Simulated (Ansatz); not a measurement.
A relaxed structure of TePb. Computed with r2SCAN (plane waves to 500 eV, PAW, scalar-relativistic; Ansatz, a first-principles code).

```xyz
2
Lattice="0.0000 3.2675 3.2675 3.2675 0.0000 3.2675 3.2675 3.2675 0.0000" Properties=species:S:1:pos:R:3 pbc="T T T"
Pb     3.2675     3.2675     3.2675
Te     0.0000     0.0000     0.0000
```

Task: Determine the symmetry and give the standard cell with its independent sites.

Result: Space group Fm-3m (No. 225); a = b = c = 6.535 Å, α = β = γ = 90.00°

```json
[
 {"atom": "Pb", "site": "4b", "symmetry": "m-3m", "x": "0.5000", "y": "0.5000", "z": "0.5000"},
 {"atom": "Te", "site": "4a", "symmetry": "m-3m", "x": "0.0000", "y": "0.0000", "z": "0.0000"}
]
```

This is the rock salt type.

Task: Give the shortest distances between elements (the closest pairs, up to four, under 3.6 Å).

Result: Pb–Te 3.27 Å.

* **Volume per atom**: 34.89 Å³
* **Band gap**: 1.09 eV, direct at L (no spin-orbit coupling)

No spin polarisation in the result. Without spin-orbit coupling the bands of the heavy element are not split, so the gap can be far off.

Measured for TePb: gap 0.19 eV (0 K or low temperature; as listed in arXiv:2302.06325). Computed minus measured — gap: r2SCAN +0.90 eV. The computed values are for a static lattice, and a measured gap can be an optical one, lowered by exciton binding.

The run could not lose the symmetry of its start.
